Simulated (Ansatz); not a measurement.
YIn₂Ni:
Space group Cmcm (No. 63); a = 4.3124 Å, b = 10.4677 Å, c = 7.2991 Å, α = β = γ = 90.00°

```
atom  site  symmetry       x       y       z
----  ----  --------  ------  ------  ------
Ni      4c       m2m  0.0000  0.2125  0.7500
Y       4c       m2m  0.0000  0.0675  0.2500
In      8f       m..  0.0000  0.3554  0.0497
```
(The calculation used a cell of 8 atoms; values per cell refer to that cell.)

Relaxed at zero pressure with r²SCAN in the plane-wave PAW code Ansatz.

The volume is raised by 6 % and shape and atoms relax at that volume. What pressure results, and how do the axes share the change?

-4.5 GPa; a 1.6 %, b 2.4 %, c 1.9 %; the energy rises by 18 meV/atom.

Give the new structure.


Space group Cmcm (No. 63); a = 4.381 Å, b = 10.721 Å, c = 7.436 Å, α = β = γ = 90.00°

```json
[
 {"atom": "Ni", "site": "4c", "symmetry": "m2m", "x": "0.0000", "y": "0.2133", "z": "0.7500"},
 {"atom": "Y", "site": "4c", "symmetry": "m2m", "x": "0.0000", "y": "0.0666", "z": "0.2500"},
 {"atom": "In", "site": "8f", "symmetry": "m..", "x": "0.0000", "y": "0.3535", "z": "0.0501"}
]
```

The phase is kept; no other phase was compared at this pressure.

The workflow started from an entry of the Crystallography Open Database (COD). Whether it is the stable phase at ambient conditions was not checked. Symmetry was held in the r²SCAN relaxation; whether a distortion lowers the energy is not shown. The workflow began spin-polarised and lost its moments. Axis ratios of metals converge slowly with the k-mesh, so a and c are less sure than the volume.

Potentials: the later of the program's two PAW sets.
